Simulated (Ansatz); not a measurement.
Consider the following.

Starting cell, MoSi₂ (MoSi2 type, space group I4/mmm):

```
CELL_PARAMETERS angstrom
     -1.60086     1.60086     3.90929
      1.60086    -1.60086     3.90929
      1.60086     1.60086    -3.90929
ATOMIC_POSITIONS crystal
  Mo 0.00000 0.00000 0.00000
  Si 0.33530 0.33530 0.00000
  Si 0.66470 0.66470 0.00000
```

Scan: atom 2 (Si, nearest neighbour Si at 2.575 Å; its periodic images, 3.2 Å or more away, move with it) is displaced along Cartesian [111], direction (0.577, 0.577, 0.577) in Cartesian axes, by s. The other atoms stay.

Method: r2SCAN (plane waves to 500 eV, PAW, scalar-relativistic; Ansatz, a first-principles code). k mesh 12×12×12 (Γ-centred), Fermi-Dirac smearing 0.05 eV. Energies are smeared free energies. Left out: 1 of 11 points, with atoms too close for the PAW data. With partly filled bands, energies and forces of such displacements shift with the k mesh and the smearing. MoSi2 is run without spin polarisation. MoSi2 was relaxed with its symmetry unable to fall. ΔE is measured from the undisplaced structure.

The scan covers s from -0.770 to 0.616 Å in 10 points.

Q: Is this a single well or a double well?

A: A single well with its minimum at or next to zero displacement.

Q: Is the energy the same for displacements of ±0.616 Å, and if not, which side lies higher?

A: Not even: the positive side lies higher at ±0.616 Å. With its periodic images moving along, the atom's site symmetry in this cell is 4mm.

Q: What force acts on the atom along the line at s = -0.770 Å?

A: 13.9 eV/Å.

Q: What is the energy change at s = 0.616 Å?

A: 2863 meV/cell.

Q: What is the force constant k = d²E/ds² of this move at s = 0?

A: 9.90 eV/Å².

(A displaced cell: forces are minus the slopes of the energy, force constants its curvatures, and phonons follow from these.)
